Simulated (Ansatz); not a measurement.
Input and command of a plane-wave DFT calculation in Ansatz:

```yaml
crystal:
  lattice:
    - [5.56, 0.0, 0.0]
    - [0.0, 5.56, 0.0]
    - [0.0, 0.0, 5.56]
  atoms:
    - { symbol: H, position: [0.0, 0.0, 0.0] }
    - { symbol: O, position: [0.5, 0.5, 0.5] }
    - { symbol: K, position: [0.5, 0.5, 0.0] }
    - { symbol: K, position: [0.5, 0.0, 0.5] }
    - { symbol: K, position: [0.0, 0.5, 0.5] }
basis:
  ecutwfc: 420
kpoints:
  mp_grid: { grid: [4, 4, 4] }
hamiltonian:
  xc: lda
scf:
  occupations: { method: gaussian, width: 0.05 }
output:
  forces: true
  stress: true
  eigenvalues: true
```

```bash
ansatz run input.yaml --threads 1 --pin off --max-ram 1228MiB --backend cpu --events-out ev --progress --plain --runs-dir out
```

Processor: Arm Neoverse V2, 1 thread, on a host shared with other jobs.

Task: How long does it run, and how much memory does it take?

Result: About 2.2 s on 1 thread of Arm Neoverse V2, on a shared host, peak memory 0.33 GiB. It solves 22 bands at 10 k points (the mesh reduced by symmetry) with about 3407 plane waves, in 7 SCF iterations.
